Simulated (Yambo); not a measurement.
A G0W0@PBEsol run in Yambo for SiC (6H, space group P6_3mc, No. 186) (6×6×1 Γ-centred k mesh, 229 bands and a 8 Ry block in the screening, 229 bands in G with the Bruneval-Gonze terminator, plasmon pole fitted at 27.2 eV) gives these matrix elements, in eV, at the band edges (Γ → M):

```json
[
 {"state": "valence edge", "E0": "0.000", "<Vxc>": "-14.833", "<Σx>": "-17.438", "<Σc(E0)>": "2.031", "Z": "0.799"},
 {"state": "conduction edge", "E0": "1.917", "<Vxc>": "-11.087", "<Σx>": "-6.894", "<Σc(E0)>": "-3.760", "Z": "0.821"}
]
```

### Question
Solve the linearised quasiparticle equation for both states, give the gap, and say how exchange and correlation each act on it.

### Answer
E = E0 + Z(Σx + Σc − Vxc). Valence: 0.000 + 0.799 × (-17.438 + (2.031) − (-14.833)) = -0.46 eV. Conduction: 1.917 + 0.821 × (-6.894 + (-3.760) − (-11.087)) = 2.27 eV. The gap is 2.73 eV, against 1.92 eV in PBEsol. Replacing Vxc by bare exchange alone would open it by 6.80 eV; correlation takes back 5.79 eV of that, and Z scales what is left. Nearest settings tried, and what they do to the gap: 147 bands in G: +2 meV; 147 bands in W, 147 bands in G: +6 meV; 7 Ry block (283 vectors against 345): -45 meV. Not varied: mesh. So the settings aren't converged at that level. 

Geometry of the Materials Project entry, not relaxed at this level; primitive cell a = b = 3.077 Å, c = 15.098 Å, α = β = 90.00°, γ = 120.00°.
